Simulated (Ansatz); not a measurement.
Here is the system:

W3N4 (space group Pm-3m)

```
W3N4
1.0
    4.17923     0.00000     0.00000
    0.00000     4.17923     0.00000
    0.00000     0.00000     4.17923
N W
4 3
Cartesian
  2.08961   2.08961   2.08961
  2.08961   0.00000   0.00000
  0.00000   2.08961   0.00000
  0.00000   0.00000   2.08961
  2.08961   2.08961   0.00000
  0.00000   2.08961   2.08961
  2.08961   0.00000   2.08961
```

E(V) scan at fixed shape, V₀ the volume above. Symmetry pins the atoms to their sites.

Calculation: PBEsol (plane waves to 420 eV, PAW, scalar-relativistic; Ansatz, a first-principles code). k mesh 11×11×11 (Γ-centred), Fermi-Dirac smearing 0.05 eV. The energy includes the smearing's −TS. Compression counts positive. Spin-orbit coupling is left out, though W is heavy. W3N4 is run without spin polarisation. W3N4 was relaxed with its symmetry unable to fall. ΔE is measured from the relaxed starting cell.

The scan covers V/V₀ from 0.900 to 1.100 in 13 points.

Problem. What pressure does the cell carry at V/V₀ = 0.900?

Solution. 49.7 GPa.

Problem. What is ΔE at V/V₀ = 0.900?

Solution. 147 meV/atom.

Problem. What is ΔE at V/V₀ = 1.100?

Solution. 102 meV/atom.

(Under strain, the slope of the energy per volume gives the stress and its curvature an elastic modulus.)
